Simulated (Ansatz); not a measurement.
SiC (4H type, space group P6_3mc)

```xyz
8
Lattice="3.0778 0.0000 0.0000 -1.5389 2.6654 0.0000 0.0000 0.0000 10.0773" Properties=species:S:1:pos:R:3 pbc="T T T"
Si     0.0000     0.0000     0.0030
Si     0.0000     0.0000     5.0417
Si     1.5389     0.8885     7.5605
Si     0.0000     1.7769     2.5218
C      0.0000     0.0000     8.1916
C      0.0000     0.0000     3.1529
C      1.5389     0.8885     5.6656
C      0.0000     1.7769     0.6269
```

This relaxed cell (volume V₀) is scaled evenly in all directions, its shape held. The atoms relax within the cell's symmetry.

All values below come from r2SCAN (plane waves to 500 eV, PAW, scalar-relativistic; Ansatz, an electronic-structure program). k mesh 12×12×4 (Γ-centred), Fermi-Dirac smearing 0.05 eV. E stands for the smeared free energy. Compression counts positive. SiC was relaxed with its symmetry unable to fall. The PAW data are Ansatz's earlier set. ΔE is measured from the relaxed starting cell.

```csv
V/V₀,P (GPa),ΔE (eV/atom)
0.940,15.9,(withheld)
0.952,12.3,(withheld)
0.964,9.0,0.0101
0.976,5.8,0.0044
0.988,2.8,0.0011
1.000,0.0,0.0000
1.012,-2.7,0.0010
1.024,-5.2,(withheld)
1.036,-7.5,0.0090
1.048,-9.7,(withheld)
1.060,-11.8,0.0240
```

Question: Fill in the missing entries.

Answer: 
- 0.940, ΔE (eV/atom): 0.0293
- 0.952, ΔE (eV/atom): 0.0183
- 1.024, ΔE (eV/atom): 0.0041
- 1.048, ΔE (eV/atom): 0.0157

(Under strain, the slope of the energy per volume gives the stress and its curvature an elastic modulus.)
